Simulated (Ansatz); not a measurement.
In2Au (fluorite or antifluorite type, Fm-3m) at seven volumes, PBEsol in the plane-wave PAW code Ansatz, scaled uniformly. One row is withheld.

```csv
V (Å³/atom),P (GPa)
21.172,8.85
21.870,5.30
22.568,?
23.266,0.00
23.964,-1.83
24.662,-3.32
25.360,-4.55
```

Question: Fit the shown pressures and predict the withheld one.

Answer: P = (3/2)B₀(x^(7/2) − x^(5/2))[1 + (3/4)(B′ − 4)(x − 1)] with x = (V₀/V)^(2/3). Least squares on the six rows gives V₀ = 23.279 Å³/atom, B₀ = 69.5 GPa, B′ = 6.28. At V = 22.568, x = 1.0209 and P = 2.38 GPa. The run itself gave 2.38 GPa.

The first step of the workflow began from a Materials Project structure, measured or hypothetical; the Crystallography Open Database files this formula in space group No. 225, but the cells were not matched. Its standing as an ambient phase is unchecked. The PBEsol relaxation kept the symmetry of its start; of distortions, only those at the zone centre were tested. Spin–orbit coupling is left out wherever it is not named.

Potentials: the later of the program's two PAW sets.
